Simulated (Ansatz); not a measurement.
SnO2:
```xyz
12
Lattice="4.7029 0.0000 0.0000 0.0000 5.6952 0.0000 0.0000 0.0000 5.2047" Properties=species:S:1:pos:R:3 pbc="T T T"
Sn     2.3514     3.8004     3.9035
Sn     2.3514     1.8948     1.3012
Sn     0.0000     4.7424     1.3012
Sn     0.0000     0.9528     3.9035
O      3.4378     3.4451     0.4041
O      1.2650     2.2500     4.8005
O      3.6164     5.0976     3.0065
O      1.0864     0.5975     2.1982
O      1.0864     5.0976     4.8005
O      3.6164     0.5975     0.4041
O      1.2650     3.4451     2.1982
O      3.4378     2.2500     3.0065
```

Relaxed with LDA. Special points in fractions of this cell's reciprocal vectors: Γ (0.000, 0.000, 0.000); X (0.500, 0.000, 0.000); S (0.500, 0.500, 0.000); Y (0.000, 0.500, 0.000); Z (0.000, 0.000, 0.500); U (0.500, 0.000, 0.500); R (0.500, 0.500, 0.500); T (0.000, 0.500, 0.500).

Problem. List the band energies nearest the valence-band maximum at these points for DFT-LDA in the program Ansatz with PAW potentials.

Solution. In eV from the valence-band maximum; about four levels below and three above (degenerate sets whole), none deeper than 8.9 eV; points with the same levels are listed once.

| k | below | above |
|---|---|---|
| Γ | -0.59 -0.18 -0.13 0.00 | 1.50 6.24 6.28 |
| X | -0.29 -0.29 -0.05 -0.05 | 4.63 4.63 5.32 5.32 |
| S | -0.59 -0.59 -0.20 -0.20 | 5.07 5.07 6.14 6.14 |
| Y | -0.93 -0.93 -0.10 -0.10 | 4.20 4.20 6.91 6.91 |
| Z | -0.25 -0.25 -0.17 -0.17 | 4.55 4.55 6.21 6.21 |
| U | -0.24 -0.24 -0.24 -0.24 | 5.03 5.03 5.03 5.03 |
| R | -0.38 -0.38 -0.38 -0.38 | 5.49 5.49 5.49 5.49 |
| T | -0.33 -0.33 -0.33 -0.33 | 5.62 5.62 5.62 5.62 |

Space group Pbcn. This is a known high-pressure phase of the composition, computed here at zero pressure and temperature. Symmetry was held in the LDA relaxation; phonons on a q-mesh show no instability. Scalar-relativistic: spin–orbit coupling is off unless named, which matters more the heavier the elements.

Potentials: the later of the program's two PAW sets.
